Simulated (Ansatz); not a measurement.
Data:

BaO:
```yaml
crystal:
  lattice:
    - [3.70322, 0.00000, 0.00000]
    - [-1.85161, 3.20708, 0.00000]
    - [0.00000, 0.00000, 6.47206]
  atoms:
    - { symbol: Ba, position: [0.33333, 0.66667, 0.25000] }
    - { symbol: Ba, position: [0.66667, 0.33333, 0.75000] }
    - { symbol: O, position: [0.00000, 0.00000, 0.50000] }
    - { symbol: O, position: [0.00000, 0.00000, 0.00000] }
```

This is the LDA-relaxed structure.

Task: All from plane-wave PAW LDA (Ansatz code), unless another level is named. Give the Born charges (a third of the trace).

Result: Ba +2.64, O -2.64 e.

Task: Give the electronic dielectric constant ε∞ (DFPT).

Result: 4.64 (xx = yy), 4.89 (zz).

Task: Next, the static dielectric constant ε0 (ions relaxed, cell fixed)?

Result: 15.6 (xx = yy), 40.2 (zz).

Space group P6_3/mmc (NiAs type). The workflow started from a Materials Project entry (that database holds measured and hypothetical structures alike); the Crystallography Open Database copy checked does not list it. It is not the phase usual at ambient conditions (space group No. 225). The cell was relaxed with LDA under the symmetry of its start; its stability against distortions is not shown here. Scalar-relativistic: spin–orbit coupling is off unless named, which matters more the heavier the elements.

Potentials: the later of the program's two PAW sets.
